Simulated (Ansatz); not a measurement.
SiNF in space group P3m1 (No. 156; Si on 1a, N on 1c, F on 1a) at seven volumes, r²SCAN+D4 in the plane-wave PAW code Ansatz, shape and atoms relaxed at each. One row is withheld.

```json
[
 {"V (Å³/atom)": "10.280", "P (GPa)": "7.07"},
 {"V (Å³/atom)": "10.619", "P (GPa)": "3.88"},
 {"V (Å³/atom)": "10.958", "P (GPa)": "?"},
 {"V (Å³/atom)": "11.297", "P (GPa)": "0.00"},
 {"V (Å³/atom)": "11.636", "P (GPa)": "-1.02"},
 {"V (Å³/atom)": "11.975", "P (GPa)": "-1.60"},
 {"V (Å³/atom)": "12.314", "P (GPa)": "-1.87"}
]
```

Problem. Fit the shown pressures and predict the withheld one.

Solution. Third-order Birch–Murnaghan: P = (3/2)B₀(x^(7/2) − x^(5/2))[1 + (3/4)(B′ − 4)(x − 1)] with x = (V₀/V)^(2/3). Least squares on the six rows gives V₀ = 11.299 Å³/atom, B₀ = 42.48 GPa, B′ = 13.41. At V = 10.958, x = 1.0206 and P = 1.59 GPa. The run itself gave 1.57 GPa.

The start of the workflow was typed in or built on a structure type; neither database checked (COD, Materials Project) lists it. Its standing as an ambient phase is unchecked. The cell was relaxed with r²SCAN+D4 under the symmetry of its start; whether a distortion lowers the energy is not shown. The volume moved by -27 % from the start of the relaxation.

Potentials: the earlier of the program's two PAW sets.
